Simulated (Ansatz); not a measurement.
Slab of CsCl AlCo (110), 4 layers

The slab is cut from the CsCl crystal, which needn't be the stable phase, as relaxed on PAW files (11.61 Å³/atom), with 16 Å of vacuum and a dipole correction:

```
CELL_PARAMETERS angstrom
2.85282 0.00000 0.00000
0.00000 4.03450 0.00000
0.00000 0.00000 22.05170
ATOMIC_POSITIONS crystal
Co 0.75000 0.00000 0.36278
Al 0.25000 0.50000 0.36278
Co 0.75000 0.50000 0.45426
Al 0.25000 0.00000 0.45426
Co 0.75000 0.00000 0.54574
Al 0.25000 0.50000 0.54574
Co 0.75000 0.50000 0.63722
Al 0.25000 0.00000 0.63722
```

All numbers are PBE results (scalar-relativistic) from Ansatz 0.2.0, with a Γ-centred 13×9×1 k mesh, Fermi–Dirac smearing of 0.1 eV, no spin polarisation. Methods: LAPW: all electrons, basis error target 1 meV/atom; PAW: frozen-core files, cutoff 420 eV.

The bulk energy comes from a cell in the slab's orientation on a 13×9×9 mesh. The surface energy is (E(slab) − N·E(bulk))/2A at zero smearing, the mean of both faces; thin slabs carry quantum-size effects.

Spin polarisation is left out, though a magnetic state may lie lower.

Problem. As cut, the LAPW slab lies 3.222 eV above 8 atoms of bulk. What surface energy is that?

Solution. Over two faces of 11.51 Å² it is 140.0 meV/Å², and times 16.02 J/m² per eV/Å² that gives γ = 2.243 J/m².

Problem. What do relaxation and the other method give, and what work function comes out?

Solution. 

| method | γ as cut (J/m²) | γ relaxed (J/m²) | Φ as cut (eV) | Φ relaxed (eV) |
| --- | --- | --- | --- | --- |
| LAPW | 2.243 | 2.168 | 4.90 | 4.85 |
| PAW | 2.243 | 2.168 | 4.90 | 4.85 |

Problem. How do the spacings between the planes relax (positions relaxed on PAW files)?

Solution. From the bottom face up: d12 +0.8 % of 2.017 Å, d23 -0.6 % of 2.017 Å, d34 +0.8 % of 2.017 Å. The outer plane rumples by 0.171 Å.
